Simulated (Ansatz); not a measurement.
With the program Ansatz at the PBEsol level (PAW), CaO in the zinc blende structure (F-43m) relaxes to a = 5.180 Å. Ca has 4 nearest neighbours from 2.24 Å (tetrahedral); O has 4 nearest neighbours from 2.24 Å (tetrahedral). Its formation energy from the elements is -2.79 eV/atom, with no fitted shifts.

It is gapped at this level: 3.27 eV (indirect). The valence maximum lies at W and the conduction minimum at Γ. The screened hybrid HSE06 puts the gap at 4.80 eV. Electrons at the band edge weigh 0.42 mₑ (isotropic).

An equation-of-state fit gives a bulk modulus of 81.7 GPa. The relaxed-ion elastic constants in GPa are C11 = 91.9, C12 = 76.6, C44 = 37.0. The elastic constants imply a Debye temperature near 354 K. Perturbation theory gives ε∞ = 3.34. Letting the ions move raises it to ε0 = 7.08. Born charges are Ca +2.09, O -2.09 e. The phonon dispersion is stable (no imaginary branch). Without the LO–TO term the highest mode at Γ lies at 381 cm⁻¹.

The start of the workflow was typed in or built on a structure type; neither database checked (COD, Materials Project) lists it. It is not the phase usual at ambient conditions (space group No. 225). The PBEsol relaxation kept the symmetry of its start. The references are the lowest solids computed at this level, not always the standard phases (solids in place of the gases).

Potentials: the later of the program's two PAW sets.
